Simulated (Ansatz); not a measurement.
Relaxed-ion elastic tensor of RuBr₃ in space group P6_3/mcm (No. 193; Ru on 2b, Br on 6g) in GPa (Voigt order), the program Ansatz at the LDA level (PAW); density 5.86 g/cm³, 24.13 Å³ per atom.

|  | 1 | 2 | 3 | 4 | 5 | 6 |
|---|---|---|---|---|---|---|
| 1 | 31.7 | 11.7 | 10.8 | 0.0 | 0.0 | 0.0 |
| 2 | 11.7 | 31.7 | 10.8 | 0.0 | 0.0 | 0.0 |
| 3 | 10.8 | 10.8 | 98.5 | 0.0 | 0.0 | 0.0 |
| 4 | 0.0 | 0.0 | 0.0 | 2.2 | 0.0 | 0.0 |
| 5 | 0.0 | 0.0 | 0.0 | 0.0 | 2.2 | 0.0 |
| 6 | 0.0 | 0.0 | 0.0 | 0.0 | 0.0 | 10.0 |

**Question.** Is the crystal mechanically stable?

**Answer.** Yes: the smallest eigenvalue of C is 2.2 GPa.

**Question.** Work out the Voigt, Reuss and Hill averages.

**Answer.** K_V = 25.4, K_R = 20.5, K_H = 22.9; G_V = 11.5, G_R = 4.4, G_H = 7.9 GPa.

**Question.** Give Young's modulus, Poisson's ratio, Pugh's ratio and the universal anisotropy index.

**Answer.** E = 9KG/(3K + G) = 21.3 GPa; ν = 0.34; K/G = 2.89 (ductile by the Pugh limit of 1.75); A_U = 5G_V/G_R + K_V/K_R − 6 = 8.31.

**Question.** Estimate the sound speeds and the Debye temperature.

**Answer.** v_l = √((K + 4G/3)/ρ) = 2390 m/s, v_t = √(G/ρ) = 1160 m/s, mean 1310 m/s; Θ = (h/k)(3n/4πV)^(1/3) v_m = 135 K.

**Question.** Solve the Christoffel equation for the three sound speeds along x, y, z.

**Answer.** Eigenvalues of C_ijkl n_j n_l equal ρv². In km/s, slowest first: x 0.61, 1.31, 2.33; y 0.61, 1.31, 2.33; z 0.61, 0.61, 4.10.

**Question.** How much does each axis shrink under pressure?

**Answer.** Linear compressibilities β_i = Σ_j S_ij (j = 1 to 3): x 22, y 22, z 5.4 per TPa.

The workflow started from an entry of the Crystallography Open Database (COD, 293 K), which files this formula under 2 space groups. Whether it is the stable phase at ambient conditions was not checked. Symmetry was held in the LDA relaxation; its stability against distortions is not shown here. The run is not spin-polarised. A crystal of weakly bound chains computed without a dispersion correction: the cell and the soft elastic constants depend strongly on that. As this level gives no gap, shear constants depend on the k-mesh and smearing (Fermi–Dirac, 0.1 eV here).

Potentials: the later of the program's two PAW sets.
